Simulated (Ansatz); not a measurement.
Relaxation of a relaxed AlRu cell with every coordinate shifted by Gaussian noise of σ = 0.45 Å; 2 atoms in the cell, which starts as P1 (No. 1), aP2; a = 2.976 Å, b = 2.976 Å, c = 2.976 Å, α = 90.00°, β = 90.00°, γ = 90.00°. The numbers are results of PBEsol (plane waves to 420 eV, PAW, scalar-relativistic; Ansatz, an electronic-structure program), not measurements. Γ-centred k-mesh 11×11×11 on the run's cell (coarser than for final values), Fermi–Dirac smearing 0.05 eV. This is the first round of the run. 

The optimiser's lines from the output (shortened; P is positive under compression):

```
relax step   1: F+E_penalty+E_count = -6338.61107049 eV  Δ(F+E_penalty+E_count) = +0.000e0 eV  max|allowed force component| = 5.338e0 eV/Å  Δτ_max = 0.0000 Å  P = +59.404 GPa  Ω = 26.366 Å³  (6 SCF iters, dr2 threshold 1.00e-7 eV, accepted)
relax step   2: F+E_penalty+E_count = -6340.94918080 eV  Δ(F+E_penalty+E_count) = -2.338e0 eV  max|allowed force component| = 3.347e0 eV/Å  Δτ_max = 0.1577 Å  P = +10.244 GPa  Ω = 28.268 Å³  (6 SCF iters, dr2 threshold 2.00e-7 eV, accepted)
relax step   3: F+E_penalty+E_count = -6341.97610930 eV  Δ(F+E_penalty+E_count) = -1.027e0 eV  max|allowed force component| = 1.762e0 eV/Å  Δτ_max = 0.1984 Å  P = -3.707 GPa  Ω = 27.616 Å³  (6 SCF iters, dr2 threshold 2.00e-7 eV, accepted)
relax step   4: F+E_penalty+E_count = -6342.30238549 eV  Δ(F+E_penalty+E_count) = -3.263e-1 eV  max|allowed force component| = 3.943e-2 eV/Å  Δτ_max = 0.1492 Å  P = +0.754 GPa  Ω = 26.285 Å³  (6 SCF iters, dr2 threshold 2.00e-7 eV, accepted)
relax step   5: F+E_penalty+E_count = -6342.30490379 eV  Δ(F+E_penalty+E_count) = -2.518e-3 eV  max|allowed force component| = 1.515e-2 eV/Å  Δτ_max = 0.0019 Å  P = +0.067 GPa  Ω = 26.364 Å³  (6 SCF iters, dr2 threshold 2.00e-7 eV, accepted)
relax step   6: F+E_penalty+E_count = -6342.30498324 eV  Δ(F+E_penalty+E_count) = -7.945e-5 eV  max|allowed force component| = 5.448e-4 eV/Å  Δτ_max = 0.0012 Å  P = -0.004 GPa  Ω = 26.372 Å³  (6 SCF iters, dr2 threshold 2.00e-7 eV, accepted)
relax step   7: F+E_penalty+E_count = -6342.30498373 eV  Δ(F+E_penalty+E_count) = -4.885e-7 eV  max|allowed force component| = 9.297e-6 eV/Å  Δτ_max = 0.0000 Å  P = +0.000 GPa  Ω = 26.372 Å³  (7 SCF iters, dr2 threshold 1.79e-9 eV, accepted)
relax step   8: F+E_penalty+E_count = -6342.30498373 eV  Δ(F+E_penalty+E_count) = -2.728e-12 eV  max|allowed force component| = 9.274e-6 eV/Å  Δτ_max = 0.0000 Å  P = -0.013 GPa  Ω = 26.372 Å³  stress off target by 1.38e-2 GPa  SCF on the basis re-selected at this cell (its energy is not comparable with the rows above)  (12 SCF iters)
```

From the first to the last row the energy changes by -1.85 eV/atom and the volume by 0.0 %. The last row is marked as not comparable with the walk above it, whose basis was carried along; it does compare with step 1, since both stand on a basis selected at the nominal cutoff for their own cell.

Later rounds, restarted from the end of this one on a renewed k-mesh, logged 3 more steps and released under 0.01 eV/atom more. The final structure after all rounds: Pm-3m (No. 221), cP2, CsCl type; a = b = c = 2.9763 Å, α = β = γ = 90.00°. Between re-selections the logged energies stand on a plane-wave basis carried along with the cell. No spin polarisation in the result.
